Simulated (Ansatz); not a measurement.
NbSi2:
```yaml
crystal:
  lattice:
    - [4.79613, 0.00000, 0.00000]
    - [-2.39807, 4.15357, 0.00000]
    - [0.00000, 0.00000, 6.57792]
  atoms:
    - { symbol: Nb, position: [0.50000, 0.50000, 0.66667] }
    - { symbol: Nb, position: [0.00000, 0.50000, 0.33333] }
    - { symbol: Nb, position: [0.50000, 0.00000, 0.00000] }
    - { symbol: Si, position: [0.68344, 0.84172, 0.33333] }
    - { symbol: Si, position: [0.84172, 0.68344, 0.00000] }
    - { symbol: Si, position: [0.15828, 0.84172, 0.66667] }
    - { symbol: Si, position: [0.31656, 0.15828, 0.33333] }
    - { symbol: Si, position: [0.15828, 0.31656, 0.00000] }
    - { symbol: Si, position: [0.84172, 0.15828, 0.66667] }
```

Relaxed with r²SCAN.

Question: Map the electron localisation function on the plane through (0.500, 0.500, 0.667) spanned by u = [1, 1, 0] and v = [1, -1, 0] in lattice vectors, from plane-wave PAW r²SCAN (Ansatz code).

Answer: x is the fraction of u, y of v (the angle between them is 90°; rows are the nearest grid lines); atoms in the plane: Nb at (0.00, 0.00), Nb at (0.50, 0.50), Si at (0.00, 0.66), Si at (0.50, 0.16), Si at (0.00, 0.34), Si at (0.50, 0.84).
```
| :%@#:.-*#%%%%%#*-.:#@%: |
|%@@%=.:+%@@%%%@@%+:.=%@@%|
|@@%*:.-#@@%#*#%@@#-.:*%@@|
|:....=#@@#-:::-#@@#=....:|
|=====+#%#=:-*-:=#%#+=====|
|@@%#*++*##*+=+*##*++*#%@@|
|%%%%#*+*#%%%%%%%#*+*#%%%%|
|::-+##*++*#%%%#*++*##+-::|
|#=:+%%#+-:.....:-+#%%+:=#|
|:-*%@%+:.:=*#*=:.:+%@%*-:|
|*#%@@#-.:*%@@@%*:.-#@@%#*|
|%%%%*-.:*@@+:+@@*:.-*%%%%|
|%%%%*-.:*@@+:+@@*:.-*%%%%|
|*#%@@#-.:*%@@@%*:.-#@@%#*|
|:-*%@%+:.:=*#*=:.:+%@%*-:|
|#=:+%%#+-:.....:-+#%%+:=#|
|::-+##*++*#%%%#*++*##+-::|
|%%%%#*+*#%%%%%%%#*+*#%%%%|
|@@%#*++*##*+=+*##*++*#%@@|
|=====+#%#=:-*-:=#%#+=====|
|:....=#@@#-:::-#@@#=....:|
|@@%*:.-#@@%#*#%@@#-.:*%@@|
|%@@%=.:+%@@%%%@@%+:.=%@@%|
| :%@#:.-*#%%%%%#*-.:#@%: |
```
Scale: ten equal steps from 0.075 (start of ' ') to 0.772 (end of '@'), in the order ' .:-=+*#%@'; x runs from 0.000 to 1.00, y from 0.000 (bottom) to 1.00 (top).

The density is the valence pseudo-density with augmentation charge, so density and ELF within about 1 Å of a nucleus are not all-electron values.

Space group P6_422. The workflow started from a Materials Project entry (that database holds measured and hypothetical structures alike); the Crystallography Open Database files this formula in space group No. 181, but the cells were not matched. Its standing as an ambient phase is unchecked. Symmetry was held in the r²SCAN relaxation; its stability against distortions is not shown here. The run is not spin-polarised.

Potentials: the later of the program's two PAW sets.
